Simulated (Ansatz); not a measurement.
ZnAg:
```yaml
crystal:
  lattice:
    - [3.05465, 0.00000, 0.00000]
    - [0.00000, 3.05465, 0.00000]
    - [0.00000, 0.00000, 3.32161]
  atoms:
    - { symbol: Zn, position: [0.50000, 0.50000, 0.50000] }
    - { symbol: Ag, position: [0.00000, 0.00000, 0.00000] }
```

Relaxed with r²SCAN.

Map the valence electron density (e/Å³), cut off at 6 on the plane through (0.500, 0.500, 0.500) spanned by u = [1, 0, 0] and v = [0, 1, 1] in lattice vectors, from DFT-r²SCAN in the program Ansatz with PAW potentials.

x is the fraction of u, y of v (the angle between them is 90°; rows are the nearest grid lines); atoms in the plane: Zn at (0.00, 0.00), Ag at (0.50, 0.50).
```
|@@@-.       .-@@@|
|@@@-         -@@@|
|@@=.         .=@@|
|-:.           .:-|
|.               .|
|                 |
|                 |
|      .....      |
|     .-+*+-.     |
|    .=%@@@%=.    |
|    :#@@@@@#:    |
|   .-@@@@@@@-.   |
|   .-@@@@@@@-.   |
|    :#@@@@@#:    |
|    .=%@@@%=.    |
|     .-+*+-.     |
|      .....      |
|                 |
|                 |
|.               .|
|-:.           .:-|
|@@=.         .=@@|
|@@@-         -@@@|
|@@@-.       .-@@@|
```
Scale: ten equal steps from 0.154 (start of ' ') to 6.00 (end of '@'), in the order ' .:-=+*#%@'; x runs from 0.000 to 1.00, y from 0.000 (bottom) to 1.00 (top).

The density is the valence pseudo-density with augmentation charge, so density and ELF within about 1 Å of a nucleus are not all-electron values.

Space group P4/mmm (L1₀ or tetragonal B2). The workflow started from a Materials Project entry (that database holds measured and hypothetical structures alike); the Crystallography Open Database copy checked does not list it. COD files the formula under space group No. 221. Whether it is the stable phase at ambient conditions was not checked. The cell keeps a stress of up to 0.2 GPa. The r²SCAN relaxation kept the symmetry of its start; whether a distortion lowers the energy is not shown. The run is not spin-polarised.

Potentials: the later of the program's two PAW sets.
